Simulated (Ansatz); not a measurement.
## Structure relaxation, Mo

The start is a randomly generated symmetric cell of Mo (space group No. 212). The structure is fully relaxed (lattice and positions, P = 0) with PBE (plane waves to 420 eV, PAW, scalar-relativistic; Ansatz, a program for electronic structure). First-step values are on the input's coarse k-mesh.

Ansatz input (later rounds restart from its end on a renewed k-mesh):
Ansatz 0.2 input:
```yaml
crystal:
  lattice:
    - [4.1722724, 0, 0]
    - [0, 4.1722724, 0]
    - [0, 0, 4.1722724]
  atoms:
    - { symbol: Mo, position: [0.125, 0.125, 0.125] }
    - { symbol: Mo, position: [0.375, 0.875, 0.625] }
    - { symbol: Mo, position: [0.875, 0.625, 0.375] }
    - { symbol: Mo, position: [0.625, 0.375, 0.875] }
basis: { ecutwfc: 420, ecutrho_ratio: 4, xc_grid: 2, fft_grid_basis: typed }
kpoints: { mp_grid: { grid: [8, 8, 8] } }
hamiltonian:
  xc: pbe
  dispersion: none
  pseudopotentials: { azcp: { folder: ./paw }, kind: paw }
scf: { occupations: { method: fermi_dirac, width: 0.05 } }
relax: { f_tol: 0.01, max_steps: 100, cell: { stress_tol: 0.02 } }
output: { forces: true, stress: true }
```

```json
{
 "initial_pressure": "+7.5 GPa (positive: the cell is compressed)",
 "energy_released": "0.02 eV/atom",
 "volume_change": "+4.2 %, from 18.16 to 18.93 Å³/atom",
 "band_gap_at_the_end": "no gap (metallic)",
 "optimiser_moves": "3"
}
```

Final structure:

```cif
data_Mo4
_chemical_formula_sum 'Mo4'
_space_group_name_H-M_alt 'P4332'
_space_group_IT_number 212
_space_group_name_Hall 'P 4acd 2ab 3'
_cell_length_a 4.23049
_cell_length_b 4.23049
_cell_length_c 4.23049
_cell_angle_alpha 90.000
_cell_angle_beta 90.000
_cell_angle_gamma 90.000
loop_
_atom_site_label
_atom_site_type_symbol
_atom_site_symmetry_multiplicity
_atom_site_Wyckoff_symbol
_atom_site_fract_x
_atom_site_fract_y
_atom_site_fract_z
_atom_site_occupancy
Mo1 Mo 4 a 0.12500 0.12500 0.12500 1
```

Final values are on a 11×11×11 k-mesh of the relaxed cell. No spin polarisation in the result.

The run could not lose the symmetry of its start, so the end can be a saddle point.

All atoms sit on sites fixed by symmetry, so only the cell could relax.

The relaxed structure here is a generated cell of Mo: the first start was made by a random draw of sites in a space group, and the end was not matched to a known phase here, so it may be hypothetical. Known forms of Mo include space group No. 229.
